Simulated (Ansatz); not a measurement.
Ti3AlC2:
```cif
data_C4Al2Ti6
_chemical_formula_sum 'Ti6 Al2 C4'
_space_group_name_H-M_alt 'P 1'
_space_group_IT_number 1
_cell_length_a 3.05064
_cell_length_b 3.05064
_cell_length_c 18.49587
_cell_angle_alpha 90.000
_cell_angle_beta 90.000
_cell_angle_gamma 120.000
loop_
_space_group_symop_operation_xyz
  'x, y, z'
loop_
_atom_site_label
_atom_site_type_symbol
_atom_site_fract_x
_atom_site_fract_y
_atom_site_fract_z
_atom_site_occupancy
Ti1 Ti 0.66667 0.33333 0.37311 1
Ti2 Ti 0.33333 0.66667 0.62689 1
Ti3 Ti 0.33333 0.66667 0.87311 1
Ti4 Ti 0.66667 0.33333 0.12689 1
Ti5 Ti 0.00000 0.00000 0.50000 1
Ti6 Ti 0.00000 0.00000 0.00000 1
Al1 Al 0.00000 0.00000 0.75000 1
Al2 Al 0.00000 0.00000 0.25000 1
C1 C 0.33333 0.66667 0.43081 1
C2 C 0.66667 0.33333 0.56919 1
C3 C 0.66667 0.33333 0.93081 1
C4 C 0.33333 0.66667 0.06919 1
```

Relaxed with PBEsol.

Q: Which orbitals make up the states near the Fermi level in PBEsol in the plane-wave PAW code Ansatz?

A: Within 0.5 eV of the Fermi level: Ti 3d 79 %, Al 3p 11 %. Projections are on Löwdin-orthogonalised atomic valence shells; empty p or d shells of many metals are not among them.

Q: Tabulate the density of states.

A: States/eV per cell of 12 atoms, in 0.25 eV bins, energy from the Fermi level.

| E (eV) | total | Ti 3d | C 2p | Al 3p |
|---|---|---|---|---|
| -7.85 | 0.00 | 0.00 | 0.00 | 0.00 |
| -7.60 | 0.37 | 0.01 | 0.02 | 0.02 |
| -7.35 | 0.85 | 0.03 | 0.02 | 0.11 |
| -7.10 | 0.85 | 0.04 | 0.02 | 0.19 |
| -6.85 | 0.85 | 0.05 | 0.02 | 0.24 |
| -6.60 | 0.84 | 0.06 | 0.02 | 0.27 |
| -6.35 | 0.85 | 0.07 | 0.02 | 0.30 |
| -6.10 | 0.87 | 0.09 | 0.03 | 0.31 |
| -5.85 | 0.89 | 0.10 | 0.04 | 0.32 |
| -5.60 | 1.07 | 0.16 | 0.11 | 0.35 |
| -5.35 | 3.05 | 0.80 | 1.02 | 0.44 |
| -5.10 | 3.15 | 0.89 | 1.20 | 0.34 |
| -4.85 | 2.76 | 0.81 | 1.17 | 0.23 |
| -4.60 | 4.16 | 1.26 | 1.89 | 0.27 |
| -4.35 | 5.71 | 1.67 | 2.48 | 0.47 |
| -4.10 | 2.98 | 0.76 | 1.25 | 0.34 |
| -3.85 | 8.08 | 2.15 | 4.21 | 0.52 |
| -3.60 | 7.12 | 1.99 | 3.41 | 0.58 |
| -3.35 | 6.03 | 2.00 | 2.43 | 0.47 |
| -3.10 | 8.42 | 3.21 | 4.31 | 0.25 |
| -2.85 | 11.36 | 4.57 | 5.57 | 0.52 |
| -2.60 | 19.95 | 8.90 | 9.80 | 0.33 |
| -2.35 | 11.36 | 4.91 | 5.10 | 0.42 |
| -2.10 | 3.89 | 1.72 | 1.51 | 0.44 |
| -1.85 | 5.04 | 2.19 | 1.91 | 0.67 |
| -1.60 | 5.01 | 2.20 | 1.90 | 0.66 |
| -1.35 | 4.20 | 2.12 | 0.45 | 1.22 |
| -1.10 | 9.27 | 4.83 | 0.90 | 2.76 |
| -0.85 | 9.35 | 5.35 | 0.43 | 2.83 |
| -0.60 | 5.59 | 3.66 | 0.30 | 1.21 |
| -0.35 | 4.63 | 3.38 | 0.26 | 0.70 |
| -0.10 | 3.89 | 3.02 | 0.19 | 0.45 |
| 0.15 | 3.10 | 2.55 | 0.12 | 0.24 |
| 0.40 | 4.06 | 3.48 | 0.15 | 0.21 |
| 0.65 | 4.93 | 4.33 | 0.18 | 0.22 |
| 0.90 | 4.56 | 4.01 | 0.21 | 0.19 |
| 1.15 | 4.05 | 3.50 | 0.26 | 0.16 |
| 1.40 | 6.51 | 5.52 | 0.45 | 0.28 |
| 1.65 | 9.32 | 7.95 | 0.58 | 0.36 |
| 1.90 | 12.25 | 10.06 | 0.84 | 0.52 |
| 2.15 | 8.65 | 7.17 | 0.52 | 0.41 |
| 2.40 | 8.76 | 7.29 | 0.47 | 0.57 |
| 2.65 | 9.88 | 8.14 | 0.66 | 0.62 |
| 2.90 | 14.65 | 12.72 | 0.87 | 0.47 |
| 3.15 | 18.27 | 16.05 | 0.85 | 0.71 |
| 3.40 | 10.36 | 8.52 | 0.67 | 0.61 |
| 3.65 | 8.10 | 6.07 | 0.67 | 0.71 |
| 3.90 | 8.42 | 5.40 | 1.52 | 0.68 |
| 4.15 | 11.03 | 6.76 | 2.38 | 0.70 |
| 4.40 | 6.53 | 3.67 | 1.36 | 0.61 |
| 4.65 | 9.24 | 4.95 | 1.95 | 0.73 |

Space group P6_3/mmc. The workflow started from a Materials Project entry (that database holds measured and hypothetical structures alike); the Crystallography Open Database files this formula in space group No. 194, but the cells were not matched. Its standing as an ambient phase is unchecked. The PBEsol relaxation kept the symmetry of its start; whether a distortion lowers the energy is not shown. No spin polarisation was allowed.

Potentials: the earlier of the program's two PAW sets. The files were generated under PBE; for other functionals the program regenerates the frozen cores, and for LDA and PBEsol the local potential too.
